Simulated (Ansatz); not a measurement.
Level: r2SCAN, no spin polarisation; 500 eV; 8×8×8 Γ-centred mesh; fermi-dirac occupations (width 0.1 eV); Ansatz 0.2.0, fixed geometry.

Computed maps in the lattice plane spanned by a (left to right, 5.22 Å, 16 points from zero) and c (bottom to top, 5.24 Å, 16 points from zero), 60° apart, at height 0.000 along b. The fields are smooth PAW ones with compensation charges, not the true ones near nuclei.

Valence density. Digits on a logarithmic scale: 0 up to 0.03 e/Å³, each further digit a factor of 1.6, 9 from 1.3 e/Å³ up:
```
9999654555545699
9999755567655579
8998655689986556
5666555699999655
4555545689999865
4555554579999975
5566665557999975
5578987555789875
5579999755566665
4579999975455555
4568999986545555
5556999996555666
8655689986556899
9975556765557999
9996545555456999
9998544555445899
```

ELF. Ten even steps from '0' (0.00) to '9' (0.68):
```
9996444555544469
8986444444444446
5665444443344444
4444444431013444
4444444440000444
4444444442000244
5444444544200244
5444344454443444
5442002445444444
4442000244444444
4444000044444444
4444310134444444
5444443344444566
8644444444444689
9964445555444699
9985444555444589
```

Task: The cell is Sn2Pt. Which atoms lie within 0.2 Å of this plane, and where (fractions of a and c)?

Result: Pt at (0.00, 0.00), Sn at (0.67, 0.66), Sn at (0.33, 0.34). The whole cell:
```
Pt Sn
1.0
     0.00000    5.22088    0.00000
     0.00000   -2.61044    4.81720
     4.53908    2.61044    0.00000
Pt Sn
2 4
Direct
  0.00000 0.00000 0.00000
  0.25000 0.50000 0.50000
  0.67000 0.00000 0.66000
  0.33000 0.00000 0.34000
  0.58000 0.50000 0.84000
  0.92000 0.50000 0.16000
```

Origin: a known structure type with other elements, at an estimated volume, so it need not be a known compound. Caveats: atoms or cell far from equilibrium.
